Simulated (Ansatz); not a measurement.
Notes on YMoClO4

```xyz
14
Lattice="6.8039 -0.4357 -0.9306 -1.1961 6.2739 0.2052 1.3854 -1.1766 6.2192" Properties=species:S:1:pos:R:3 pbc="T T T"
Y     1.6790    0.3552    4.7576
Y     5.3360    2.7238    3.8015
Cl    3.0706    5.3971    0.2224
Cl    6.5907   -0.3202    0.9137
Mo    5.2087    2.1915    0.3594
Mo    0.9321    4.5737    2.1398
O     3.7304    0.5347    1.8216
O     2.6535    4.4568    5.0449
O     3.4968    3.9220    1.9086
O     1.0765    1.9875    1.5506
O     1.0382    3.7619    6.0684
O     2.5268    2.4921    0.2061
O     2.2832    0.4688    0.3877
O     2.5974    2.3605    2.8556
```

Level: r2SCAN, no spin polarisation; 500 eV; 3×3×3 (shifted by 0.5, 0, 0 steps) mesh; fermi-dirac occupations (width 0.1 eV); Ansatz 0.2.0, fixed geometry.

(1) Describe some of the short contacts.

(2) What does the stress say?

(3) Which atom feels the largest force, and which way?

(4) Is there a gap?

Origin: a disordered cell, so it need not be a known compound. Caveats: many states at the Fermi level without spin polarisation, so a magnetic state may lie lower; correlation that this level lacks may open a gap in such a compound; the k mesh is coarse if the cell is a metal; atoms or cell far from equilibrium.

Results:

(1) O–O at 2.03 Å: least valence density 0.43 e/Å³ and ELF 0.21 there. Cl–O at 2.28 Å: least valence density 0.38 e/Å³ and ELF 0.23 there. Cl–Cl at 2.55 Å: least valence density 0.34 e/Å³ and ELF 0.22 there. Both are smooth PAW fields, read partly inside the augmentation spheres.

(2) The pressure is -18.7 GPa (compression positive), so with the atoms held at these fractions the cell would first shrink; the forces are large, so a full relaxation may end otherwise. The principal stresses -25.2, -19.5, -11.5 GPa differ, so its shape would change too.

(3) The largest is on O10: 3.23 eV/Å, components (-2.16, 2.38, -0.25). It makes 115° with the line to a nearest neighbour, O14 at 2.04 Å.

(4) It is a metal on this mesh, though the bands barely overlap, with about 16 states/eV a cell as the mean within 0.25 eV of the Fermi level, mostly O p (52 %) and Mo d (32 %).
